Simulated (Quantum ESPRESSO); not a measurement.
Si₃BPC₃ (made-up cell) (calculated)

Calculation on a made-up crystal cell, not a measurement: periodic Kohn-Sham density functional theory in plane waves with PseudoDojo standard norm-conserving scalar-relativistic pseudopotentials, each functional with its own files (v0.5 for PBE, v0.4.1 for LDA and PBEsol), no spin polarisation, no spin-orbit coupling, atoms not relaxed, stress positive in tension, energies less a fixed whole-eV offset for each atom's element; levels are Kohn-Sham levels at fractions of this cell's reciprocal vectors, counted from the reference band (half the neutral cell's valence electrons, rounded up) at Gamma; error bars cover cutoff and k-mesh only, not smearing or the files; added strain carries the atoms with the cell, and shear is the tensor component; each bar is the largest change over components, and at least 0.002 eV, 0.002 eV per angstrom or 0.02 GPa; energies are for the whole cell, and the offsets were chosen from early runs and are not element reference energies. Program: Quantum ESPRESSO 7.5.

Settings shared by all entries: lattice type wurtzite; functional pbe; cutoff 1116 eV; fermi dirac smearing 0.025 eV; scf tolerance 1e-07 eV; electrons removed 0; k mesh 6 x 4 x 4, shifted by half a step.

(1) 
```cif
# cell vector a (Å): 3.0841 -0.0304 0.0022
# cell vector b (Å): -0.0527 5.2268 0.0113
# cell vector c (Å): 0.0036 0.0106 5.0276
data_Si3BPC3
_symmetry_space_group_name_H-M 'P 1'
_symmetry_Int_Tables_number 1
_cell_length_a 3.0843
_cell_length_b 5.2271
_cell_length_c 5.0276
_cell_angle_alpha 89.756
_cell_angle_beta 89.919
_cell_angle_gamma 91.142
_cell_volume 81.04
loop_
_atom_site_label
_atom_site_type_symbol
_atom_site_fract_x
_atom_site_fract_y
_atom_site_fract_z
_atom_site_occupancy
Si1 Si 0.00863 0.00963 0.00115 1
P1 P 0.50141 0.49443 0.98582 1
Si2 Si 0.49145 0.16321 0.50903 1
Si3 Si 0.96359 0.65349 0.48496 1
C1 C 0.00626 0.99469 0.36135 1
C2 C 0.51931 0.50943 0.39755 1
C3 C 0.49823 0.17046 0.88670 1
B1 B 0.01535 0.65149 0.88492 1
_calc_free_energy_less_offsets -2.827  # eV
_calc_smearing_term_minus_ts 0  # eV
_calc_scf_iterations 12
_calc_pressure 20.03  # GPa
_calc_stress_xx -23.92  # GPa
_calc_stress_yy -21.78  # GPa
_calc_stress_zz -14.4  # GPa
_calc_stress_yz 0.1483  # GPa
_calc_stress_xz -3.921  # GPa
_calc_stress_xy -12.06  # GPa
_calc_reference_band 16
_calc_error_bar_energy 0.004219  # eV
_calc_error_bar_stress 0.1559  # GPa
_calc_error_bar_force 0.008654  # eV/angstrom
_calc_error_bar_next_band_up 0.002  # eV
_calc_error_bars_from 'tighter rerun of a related cell'
```

Atoms:
```csv
atoms element,atom site,atom energy offset (eV)
Si,1,-115
P,2,-189
Si,3,-115
Si,4,-115
C,5,-163
C,6,-163
C,7,-163
B,8,-79
```

Forces:
```csv
site,x (eV/Å),y (eV/Å),z (eV/Å)
1,-0.9518,-1.364,0.004515
2,1.001,0.07027,2.647
3,0.8028,-0.271,-1.15
4,6.917,3.841,2.425
5,-0.8373,1.069,2.524
6,-6.699,-4.481,-4.415
7,0.8889,0.01944,-0.9362
8,-1.122,1.117,-1.1
```

Levels:
```csv
level k point,next band up (eV)
Gamma,1.278
"(1/2,1/2,1/2)",1.45
"(0.15,0,0)",2.452
"(0,0.15,0)",1.384
"(0,0,0.15)",1.38
```

(2) 
```cif
# cell vector a (Å): 3.0841 -0.0304 0.0022
# cell vector b (Å): -0.0527 5.2268 0.0113
# cell vector c (Å): 0.0036 0.0106 5.0276
data_Si3BPC3
_symmetry_space_group_name_H-M 'P 1'
_symmetry_Int_Tables_number 1
_cell_length_a 3.0843
_cell_length_b 5.2271
_cell_length_c 5.0276
_cell_angle_alpha 89.756
_cell_angle_beta 89.919
_cell_angle_gamma 91.142
_cell_volume 81.04
loop_
_atom_site_label
_atom_site_type_symbol
_atom_site_fract_x
_atom_site_fract_y
_atom_site_fract_z
_atom_site_occupancy
Si1 Si 0.00863 0.00963 0.00115 1
P1 P 0.50140 0.49441 0.99583 1
Si2 Si 0.49145 0.16321 0.50903 1
Si3 Si 0.96359 0.65349 0.48496 1
C1 C 0.00626 0.99469 0.36135 1
C2 C 0.51931 0.50943 0.39755 1
C3 C 0.49823 0.17046 0.88670 1
B1 B 0.01535 0.65149 0.88492 1
_calc_free_energy_less_offsets -2.94  # eV
_calc_smearing_term_minus_ts 0  # eV
_calc_scf_iterations 12
_calc_pressure 19.56  # GPa
_calc_stress_xx -23.34  # GPa
_calc_stress_yy -21.21  # GPa
_calc_stress_zz -14.13  # GPa
_calc_stress_yz 0.2278  # GPa
_calc_stress_xz -3.993  # GPa
_calc_stress_xy -12.15  # GPa
_calc_reference_band 16
_calc_error_bar_energy 0.004219  # eV
_calc_error_bar_stress 0.1559  # GPa
_calc_error_bar_force 0.008654  # eV/angstrom
_calc_error_bar_next_band_up 0.002  # eV
_calc_error_bars_from 'tighter rerun of a related cell'
```

Atoms:
```csv
atoms element,atom site,atom energy offset (eV)
Si,1,-115
P,2,-189
Si,3,-115
Si,4,-115
C,5,-163
C,6,-163
C,7,-163
B,8,-79
```

Forces:
```csv
site,x (eV/Å),y (eV/Å),z (eV/Å)
1,-0.954,-1.397,-0.09114
2,0.9475,0.1185,1.836
3,0.8013,-0.2936,-0.9548
4,6.919,3.885,2.693
5,-0.8364,1.078,2.551
6,-6.702,-4.5,-4.428
7,0.895,0.194,-0.7563
8,-1.07,0.915,-0.8502
```

Levels:
```csv
level k point,next band up (eV)
Gamma,1.368
"(1/2,1/2,1/2)",1.709
"(0.15,0,0)",2.469
"(0,0.15,0)",1.475
"(0,0,0.15)",1.475
```

(3) 
```cif
# cell vector a (Å): 3.0841 -0.0304 0.0022
# cell vector b (Å): -0.0527 5.2268 0.0113
# cell vector c (Å): 0.0036 0.0106 5.0276
data_Si3BPC3
_symmetry_space_group_name_H-M 'P 1'
_symmetry_Int_Tables_number 1
_cell_length_a 3.0843
_cell_length_b 5.2271
_cell_length_c 5.0276
_cell_angle_alpha 89.756
_cell_angle_beta 89.919
_cell_angle_gamma 91.142
_cell_volume 81.04
loop_
_atom_site_label
_atom_site_type_symbol
_atom_site_fract_x
_atom_site_fract_y
_atom_site_fract_z
_atom_site_occupancy
Si1 Si 0.00863 0.00963 0.00115 1
P1 P 0.50139 0.49440 0.00169 1
Si2 Si 0.49145 0.16321 0.50903 1
Si3 Si 0.96359 0.65349 0.48496 1
C1 C 0.00626 0.99469 0.36135 1
C2 C 0.51931 0.50943 0.39755 1
C3 C 0.49823 0.17046 0.88670 1
B1 B 0.01535 0.65149 0.88492 1
_calc_free_energy_less_offsets -2.986  # eV
_calc_smearing_term_minus_ts 0  # eV
_calc_scf_iterations 12
_calc_pressure 19.32  # GPa
_calc_stress_xx -23.02  # GPa
_calc_stress_yy -20.88  # GPa
_calc_stress_zz -14.06  # GPa
_calc_stress_yz 0.2526  # GPa
_calc_stress_xz -4.037  # GPa
_calc_stress_xy -12.2  # GPa
_calc_reference_band 16
_calc_error_bar_energy 0.004219  # eV
_calc_error_bar_stress 0.1559  # GPa
_calc_error_bar_force 0.008654  # eV/angstrom
_calc_error_bar_next_band_up 0.002  # eV
_calc_error_bars_from 'tighter rerun of a related cell'
```

Atoms:
```csv
atoms element,atom site,atom energy offset (eV)
Si,1,-115
P,2,-189
Si,3,-115
Si,4,-115
C,5,-163
C,6,-163
C,7,-163
B,8,-79
```

Forces:
```csv
site,x (eV/Å),y (eV/Å),z (eV/Å)
1,-0.9551,-1.414,-0.1492
2,0.9135,0.1513,1.303
3,0.8004,-0.309,-0.8392
4,6.918,3.91,2.849
5,-0.8359,1.083,2.567
6,-6.701,-4.509,-4.398
7,0.8987,0.2911,-0.6457
8,-1.039,0.7971,-0.6867
```

Levels:
```csv
level k point,next band up (eV)
Gamma,1.405
"(1/2,1/2,1/2)",1.796
"(0.15,0,0)",2.463
"(0,0.15,0)",1.512
"(0,0,0.15)",1.515
```
